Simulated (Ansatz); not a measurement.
Values for one crystal, relaxed and computed with plane-wave PAW r²SCAN+D4 (Ansatz code); other levels are named.

```yaml
volume_per_atom: 17.50 Å³
electronic_character: metallic (no gap)
Density of states at the Fermi level: 0.29 states/eV per atom (mean over ±0.08 eV)
Gap with spin–orbit coupling: none (metallic)
Formation energy from the elements (no fitted shifts): 445 meV/atom
```

Question: Pick the material that matches.
A) TeW, P6_3/m (W on 6h, Te on 6h)
B) Si2Ni, P-3m1 (Ni on 1a, Si on 2d)
C) Si12W, P6/mmm (W on 1a, Si on 12n)
D) Ge2Sb2TeSe4, P-3m1 (Pearson symbol hP9)

Answer: C, Si12W, P6/mmm (W on 1a, Si on 12n)

The start of the workflow was typed in or built on a structure type; neither database checked (COD, Materials Project) lists it. Whether it is the stable phase at ambient conditions was not checked. The cell was relaxed with r²SCAN+D4 under the symmetry of its start; whether a distortion lowers the energy is not shown. The run is not spin-polarised. Its formation energy is positive at this level, so the cell may be metastable or incomplete. The references are the lowest solids computed at this level, not always the standard phases. Spin–orbit coupling is left out wherever it is not named.

Potentials: the earlier of the program's two PAW sets.
